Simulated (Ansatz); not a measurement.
Lattice dynamics at Γ of HfSn3O8 (rutile sites, Cmmm)

Perturbation theory with PBEsol in Ansatz 0.2.0 on the PBEsol cell, ground state and force constants on a 4×4×4 mesh. Spin-unpolarised throughout. Whether this structure exists isn't addressed.

The symmetry is Cmmm (No. 65, orthorhombic); conventional cell a = 6.760 Å, b = 6.783 Å, c = 6.429 Å, 12.28 Å³ an atom. Sn is surrounded by 6 O at 2.07–2.08 Å; Sn is surrounded by 6 O at 2.06–2.08 Å; O is surrounded by 3 Sn at 2.07–2.08 Å; O is surrounded by 2 Sn at 2.06–2.08 Å and 1 Hf at 2.08 Å; Hf is surrounded by 6 O at 2.08 Å; O is surrounded by 2 Sn at 2.08 Å and 1 Hf at 2.08 Å.

```xyz
12
Lattice="3.3913 -3.3799 0.0000 3.3913 3.3799 0.0000 0.0000 0.0000 6.4289" Properties=species:S:1:pos:R:3 pbc="T T T"
Sn    3.3913    0.0000    0.0000
Sn    0.0000    0.0000    4.8252
O     1.3228    0.0000    0.0000
O     5.4598    0.0000    0.0000
O     3.3913   -1.3166    4.8229
O     3.3913    1.3166    4.8229
Hf    3.3913    0.0000    3.2144
Sn    0.0000    0.0000    1.6037
O     1.3119    0.0000    3.2144
O     5.4707    0.0000    3.2144
O     3.3913   -1.3166    1.6060
O     3.3913    1.3166    1.6060
```

Optical modes without the longitudinal term:
```tsv
ω (cm⁻¹)	degeneracy	IR intensity, summed over the level ((D/Å)²/amu)
94	1	0.67
114	1	0.00
128	1	0.36
131	1	0.00
153	1	1.39
186	1	0.00
215	1	17.82
230	1	27.51
244	1	0.20
253	1	1.69
256	1	2.11
261	1	0.00
262	1	0.00
262	1	0.00
272	1	10.11
287	1	0.00
356	1	0.00
404	1	87.91
434	1	0.00
449	1	0.00
481	1	0.55
494	1	20.40
510	1	0.20
517	1	0.00
549	1	0.36
549	1	49.12
560	1	32.13
569	1	0.00
572	1	0.00
621	1	0.00
641	1	0.39
677	1	0.00
748	1	0.00
```

The zone-centre optical frequencies run from 94 to 748 cm⁻¹, none imaginary (the rest of the zone wasn't tested). The long-range field leaves the highest mode where it is. By the program's warning the force constants, and with them frequencies and ε⁰, aren't converged on this mesh. Of the real levels 17 are infrared active, the strongest at 404 cm⁻¹.

The clamped-ion dielectric constant comes out as 4.51, 4.42 and 4.95 along x, y and z. With the ions relaxed, ε⁰ is 16.1, 15.5 and 13.5 along x, y and z. Born charges, averaged over directions: Sn +4.29 to +4.37, O -2.37 to -2.15, Hf +5.50 e. The program notes that the ground state's band table doesn't vouch for all the bands that the response reads.

For comparison, on the r2SCAN cell the mean ε∞ is 4.14 with r2SCAN (ground state on 4×4×4; least gap 2.66 eV).

No spin-orbit coupling is included; it can move band edges with weight on the heavy atoms by tenths of an eV.
